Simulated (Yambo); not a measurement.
A G0W0@PBEsol run in Yambo for ZnSO4 (space group F-43m, No. 216) (2×2×2 Γ-centred k mesh, bands 5 to 171 and a 7 Ry block in the screening, 171 bands in G with the Bruneval-Gonze terminator, plasmon pole fitted at 27.2 eV) gives these matrix elements, in eV, at the band edges (L → Γ):

| state | E0 | <Vxc> | <Σx> | <Σc(E0)> | Z |
|---|---|---|---|---|---|
| valence edge | 0.000 | -20.108 | -26.037 | 3.736 | 0.819 |
| conduction edge | 4.757 | -12.461 | -7.699 | -3.066 | 0.871 |

Problem. Solve the linearised quasiparticle equation for both states, give the gap, and say how exchange and correlation each act on it.

Solution. E = E0 + Z(Σx + Σc − Vxc). Valence: 0.000 + 0.819 × (-26.037 + (3.736) − (-20.108)) = -1.80 eV. Conduction: 4.757 + 0.871 × (-7.699 + (-3.066) − (-12.461)) = 6.24 eV. The gap is 8.03 eV, against 4.76 eV in PBEsol. Replacing Vxc by bare exchange alone would open it by 10.69 eV; correlation takes back 6.80 eV of that, and Z scales what is left. Nearest settings tried, and what they do to the gap: 112 bands in G: +0 meV; 112 bands in W, 112 bands in G: +64 meV; 6 Ry block (229 vectors against 283): -32 meV. Not varied: mesh. So the settings aren't converged at that level. Oxides, nitrides and fluorides with a shallow 3d shell are known to need far more bands and larger blocks. The k mesh is coarse. 

Geometry of the Materials Project entry, not relaxed at this level; primitive cell a = b = c = 5.477 Å, α = β = γ = 60.00°.
